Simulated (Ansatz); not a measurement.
Cs2PbI2Cl2:
```xyz
7
Lattice="-2.8794 2.8794 9.7530 2.8794 -2.8794 9.7530 2.8794 2.8794 -9.7530" Properties=species:S:1:pos:R:3 pbc="T T T"
Cs     0.0000     0.0000     7.1845
Cs     0.0000     0.0000    12.3216
Pb     0.0000     0.0000     0.0000
I      0.0000     0.0000     3.2414
I      0.0000     0.0000    16.2647
Cl     0.0000     2.8794     0.0000
Cl     2.8794     0.0000     0.0000
```

Relaxed with PBE. Special points in fractions of this cell's reciprocal vectors: Γ (0.000, 0.000, 0.000); X (0.000, 0.000, 0.500); P (0.250, 0.250, 0.250); N (0.000, 0.500, 0.000); M (0.500, 0.500, -0.500); S (0.272, 0.728, -0.272); S0 (-0.272, 0.272, 0.272); R (-0.044, 0.044, 0.500); G (0.500, 0.500, -0.044).

Problem. List the band energies nearest the valence-band maximum at these points for DFT-PBE in the program Ansatz with PAW potentials.

Solution. In eV from the valence-band maximum; about four levels below and three above (degenerate sets whole), none deeper than 8.9 eV; points with the same levels are listed once.

```csv
k,below,above
Γ,-0.71 -0.71 -0.68 -0.50 -0.50,3.97 4.25 4.96
X,-0.82 -0.67 -0.53 0.00,2.51 2.61 3.49
P,-0.89 -0.89 -0.59 -0.59 0.00,2.56 2.56 3.49
N,-0.81 -0.75 -0.71 -0.31,3.04 3.78 5.19
M,-0.68 -0.68 -0.54 -0.54 -0.40,3.78 4.59 4.69
S,-0.74 -0.74 -0.71 -0.32,3.10 3.77 5.18
R,-0.82 -0.68 -0.53 -0.04,2.58 2.69 3.49
```

Space group I4/mmm. The workflow started from a Materials Project entry (that database holds measured and hypothetical structures alike); the Crystallography Open Database copy checked does not list it. Whether it is the stable phase at ambient conditions was not checked. The PBE relaxation kept the symmetry of its start; its stability against distortions is not shown here. Spin–orbit coupling is left out wherever it is not named.

Potentials: the later of the program's two PAW sets.
